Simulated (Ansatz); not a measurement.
Here is the system:

RuW:
```xyz
4
Lattice="1.3749 -4.9798 0.0000 1.3749 4.9798 0.0000 0.0000 0.0000 4.2900" Properties=species:S:1:pos:R:3 pbc="T T T"
W      1.3749    -1.7123     1.0725
Ru     1.3749    -4.2982     1.0725
W      1.3749     1.7123     3.2175
Ru     1.3749     4.2982     3.2175
```

This is the PBEsol-relaxed structure.

Task: All from PBEsol in the plane-wave PAW code Ansatz, unless another level is named. Give the formation energy from the elements (no fitted shifts).

Result: 0.18 eV/atom.

Task: Predict the density of states at the Fermi level.

Result: 1.1 states/eV per atom (mean over ±0.08 eV).

Space group Cmcm. The start of the workflow was typed in or built on a structure type; neither database checked (COD, Materials Project) lists it. Its standing as an ambient phase is unchecked. The PBEsol relaxation kept the symmetry of its start; its stability against distortions is not shown here. The run is not spin-polarised. Its formation energy is positive at this level, so the cell may be metastable or incomplete. The references are the lowest solids computed at this level, not always the standard phases. Scalar-relativistic: spin–orbit coupling is off unless named, which matters more the heavier the elements.

Potentials: the earlier of the program's two PAW sets. The files were generated under PBE; for other functionals the program regenerates the frozen cores, and for LDA and PBEsol the local potential too.
